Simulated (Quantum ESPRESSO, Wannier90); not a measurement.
Tight-binding from DFT: PbI$_{2}$ (CdI2 type)

Materials Project entry mp-22893; symmetrised, unrelaxed at this level. COD (Crystallography Open Database) has the formula in 4 space groups, this one among them (matched by group alone). Method: PBEsol plane waves in Quantum ESPRESSO 7.5 (PseudoDojo norm-conserving files, 56 Ry, spinors with spin-orbit coupling), Bloch states on a 6×6×4 mesh through Γ, Wannier90 4.0.1. Density: 12×12×4 mesh, cold smearing 0.01 Ry.

```
begin unit_cell_cart
ang
    4.6126901213    0.0000000000    0.0000000000
   -2.3063450607    3.9947068249    0.0000000000
    0.0000000000    0.0000000000    7.2570300000
end unit_cell_cart
mp_grid = 6 6 4
```

Neighbour vectors b of the finite-difference formula (Å⁻¹), by shell:

```json
[
 {"shell": "1", "b_x": "0.00000", "b_y": "0.00000", "b_z": "0.21645"},
 {"shell": "1", "b_x": "0.00000", "b_y": "0.00000", "b_z": "-0.21645"},
 {"shell": "2", "b_x": "0.00000", "b_y": "0.26215", "b_z": "0.00000"},
 {"shell": "2", "b_x": "0.22703", "b_y": "0.13107", "b_z": "0.00000"},
 {"shell": "2", "b_x": "0.00000", "b_y": "-0.26215", "b_z": "0.00000"},
 {"shell": "2", "b_x": "0.22703", "b_y": "-0.13107", "b_z": "0.00000"},
 {"shell": "2", "b_x": "-0.22703", "b_y": "-0.13107", "b_z": "0.00000"},
 {"shell": "2", "b_x": "-0.22703", "b_y": "0.13107", "b_z": "0.00000"}
]
```

**Question.** Find the weights w_b from the completeness condition Σ_b w_b b_α b_β = δ_αβ.

**Answer.** Shell 1: Σ b_x² = 0.000, Σ b_y² = 0.000, Σ b_z² = 0.094 Å⁻²
Shell 2: Σ b_x² = 0.206, Σ b_y² = 0.206, Σ b_z² = 0.000 Å⁻²
Each of the three diagonal sums, weighted, has to give 1 and the off-diagonal ones 0, which holds for w_1 = 10.7 Å², w_2 = 4.85 Å². Check on xx: 10.67×0.000 + 4.85×0.206 = 1.00.

On this mesh the 12 functions of bands 17-28 (bands 17-28; start: atomic waves I 5p, conv_tol = 1.0e-6) end with spreads 3.7610, 3.8254, 3.8254, 3.7610, 3.1117, 3.1117, 3.7610, 3.8254, 3.8254, 3.7610, 3.1117, 3.1117 Å², Ω_I = 41.0885 Å² and Ω_D = 0.0498 Å².

Ω_total is the sum of the spreads, 42.792 Å². Ω_OD = Ω_total − Ω_I − Ω_D = 1.654 Å². Only (Ω_D + Ω_OD)/Ω_total = 4.0 % depends on the gauge, and another start could lower the total by that share at most. The rms radius is √(Ω_total/12) = 1.89 Å.
